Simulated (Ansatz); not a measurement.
## ⁴⁷Ti nuclear quadrupole resonance in TiSi2

Cell: a COD entry, its atoms then relaxed with PBE in this cell.

```
Ti Si
1.0
     0.00000    4.11800    4.26150
     2.38650    0.00000    4.26150
     2.38650    4.11800    0.00000
Ti Si
2 4
Cartesian
  3.5797 6.1770 6.3922
  2.3865 4.1180 4.2615
  1.1932 0.7153 2.1307
  1.1933 3.4027 2.1307
  2.3865 1.3437 4.2615
  2.3865 6.8923 4.2615
```

Atom numbers follow the list; atoms alike are taken as one site, whose name carries the number of the first.

All values are calculated (Ansatz; DFT, PBE, plane waves and PAW, scalar-relativistic, 420 eV cutoff, Γ-centred 13×13×13 k-points, Fermi–Dirac smearing 0.05 eV), not measured.

⁴⁷Ti: I = 5/2, Q = 302.0 mb (year-2017 value). Static lattice, zero field.

Task: Predict the zero-field ⁴⁷Ti lines of each site.

Result: For I = 5/2 and η = 0 the lines are 3|C_Q|/20 and twice that; η pulls their ratio below 2.

```json
{"site": "Ti", "atoms": "1, 2", "V_zz (10²¹ V/m²)": "1.43", "C_Q (MHz)": "10.5", "η": "0.16", "line frequencies (MHz)": "1.61, 3.12"}
```

Task: And for Ti-49 (I = 7/2, Q = 247.0 mb) on Ti?

Result: C_Q scales with Q to 8.56 MHz, with lines at 0.665, 1.21, 1.83 MHz.

The run finds no gap above 0.1 eV (a metal, or nearly one), so the gradients can move by 10 % or more with the k-mesh.
